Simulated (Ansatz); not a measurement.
ZnSnN2:
```xyz
16
Lattice="5.8337 0.0000 0.0000 0.0000 6.7133 0.0000 0.0000 0.0000 5.4662" Properties=species:S:1:pos:R:3 pbc="T T T"
Zn     3.4007     5.8737     5.4609
Zn     2.4330     0.8396     2.7278
Zn     5.3498     2.5171     2.7278
Zn     0.4839     4.1962     5.4609
Sn     3.4325     2.5184     5.4625
Sn     2.4012     4.1949     2.7294
Sn     5.3180     5.8750     2.7294
Sn     0.5157     0.8383     5.4625
N      3.4033     2.5049     2.0740
N      2.4304     4.2084     4.8071
N      5.3472     5.8616     4.8071
N      0.4864     0.8517     2.0740
N      3.3769     5.8873     2.0346
N      2.4568     0.8260     4.7677
N      5.3736     2.5306     4.7677
N      0.4601     4.1827     2.0346
```

Relaxed with PBEsol. Independent-particle spectrum: no excitons, no local fields, no scissors shift; 0.1 eV broadening; ε₁ of the summed bands alone.

Task: Tabulate the dielectric function from plane-wave PAW PBEsol (Ansatz code).

Result: 

```tsv
E (eV)	ε₁ xx	ε₂ xx	ε₁ yy	ε₂ yy	ε₁ zz	ε₂ zz
0.0	10.26	0.00	10.78	0.00	10.26	0.00
0.3	10.52	1.97	10.29	2.46	11.01	1.50
0.6	8.82	2.63	8.59	2.70	9.37	2.71
0.9	7.99	2.64	7.82	2.63	8.44	2.84
1.2	7.48	2.58	7.34	2.53	7.85	2.85
1.5	7.15	2.50	7.05	2.44	7.45	2.84
1.8	6.96	2.43	6.88	2.37	7.19	2.81
2.1	6.89	2.38	6.82	2.32	7.01	2.80
2.4	6.93	2.36	6.86	2.31	6.92	2.80
2.7	7.09	2.41	7.00	2.36	6.92	2.82
3.0	7.39	2.60	7.28	2.53	6.99	2.88
3.3	7.84	3.09	7.66	2.98	7.15	2.99
3.6	7.77	4.74	7.96	3.99	7.38	3.12
3.9	6.08	4.51	7.27	4.74	8.84	2.78
4.2	6.96	4.57	6.74	6.06	9.82	7.85
4.5	6.87	5.78	4.75	5.50	4.63	7.87
4.8	5.13	5.74	5.17	5.06	4.46	5.59
5.1	5.22	5.46	4.78	5.02	4.72	6.42
5.4	4.92	5.63	4.91	4.78	4.29	6.44
5.7	4.38	6.22	5.03	5.42	3.77	6.29
6.0	3.63	5.88	4.47	5.81	3.16	6.83
6.3	3.65	4.76	3.92	5.22	1.81	5.64
6.6	4.73	5.69	4.48	5.57	2.29	4.97
6.9	3.83	7.07	4.75	6.75	2.92	5.52
7.2	2.18	6.86	2.42	7.22	1.38	5.34
7.5	2.05	5.91	2.57	6.66	2.21	4.60
7.8	1.65	6.34	1.49	6.82	1.87	4.76
8.1	1.71	5.68	1.12	6.07	2.23	4.69
8.4	1.21	6.09	1.07	5.94	2.37	4.49
8.7	0.92	5.61	0.91	5.51	2.50	5.39
9.0	1.09	5.59	0.74	5.63	1.90	5.89
9.3	0.17	5.54	0.21	5.11	1.60	5.16
9.6	0.63	4.92	1.02	4.83	2.31	6.35
9.9	0.66	6.38	0.63	6.71	1.21	7.55
10.2	-1.27	6.04	-0.83	6.34	-1.47	7.55
10.5	-1.60	5.25	-1.50	5.37	-1.92	5.85
10.8	-1.60	4.62	-2.01	5.01	-2.60	5.53
11.1	-1.89	4.07	-2.38	4.00	-2.99	3.98
11.4	-1.77	3.69	-2.09	3.44	-2.28	3.04
11.7	-2.00	3.60	-2.12	3.03	-2.15	3.06
12.0	-2.22	2.77	-2.05	2.53	-2.04	2.58
```

Task: From ε at 1.6 eV (xx: 7.08 + 2.48i), find n, k, the normal reflectivity and the absorption coefficient.

Result: n = 2.70, k = 0.459, R = 22 %, α = 2kE/ħc = 74000 cm⁻¹.

With all bands, ε∞ without local fields is 10.5 (xx), 11.0 (yy), 10.5 (zz).

Space group Pna2_1. The PBEsol relaxation kept the symmetry of its start. Scalar-relativistic: spin–orbit coupling is off unless named, which matters more the heavier the elements.

Potentials: the later of the program's two PAW sets.
